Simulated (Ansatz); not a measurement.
GeS:
```
CELL_PARAMETERS angstrom
      1.89069    -5.20981     0.00000
      1.89069     5.20981     0.00000
      0.00000     0.00000     3.76150
ATOMIC_POSITIONS crystal
  Ge 0.87057 0.12943 0.25000
  Ge 0.12943 0.87057 0.75000
  S  0.64346 0.35654 0.25000
  S  0.35654 0.64346 0.75000
```

This is the LDA-relaxed structure.

Task: All from LDA (plane waves, PAW; program Ansatz), unless another level is named. Estimate the highest zone-centre frequency.

Result: 8.60 THz.

Task: And the bulk modulus (Birch–Murnaghan fit)?

Result: 46.2 GPa.

Space group Cmcm. The workflow started from a Materials Project entry (that database holds measured and hypothetical structures alike); the Crystallography Open Database copy checked does not list it. COD files the formula under space group No. 62, so this cell is another polymorph or a model. Its standing as an ambient phase is unchecked. The cell was relaxed with LDA under the symmetry of its start. At this level the phase is dynamically unstable (imaginary phonons). A crystal of weakly bound layers computed without a dispersion correction: the cell and the soft elastic constants depend strongly on that. As this level gives no gap, phonon frequencies hold no LO–TO term and depend on the k-mesh and smearing (Fermi–Dirac, 0.1 eV here).

Potentials: the later of the program's two PAW sets.
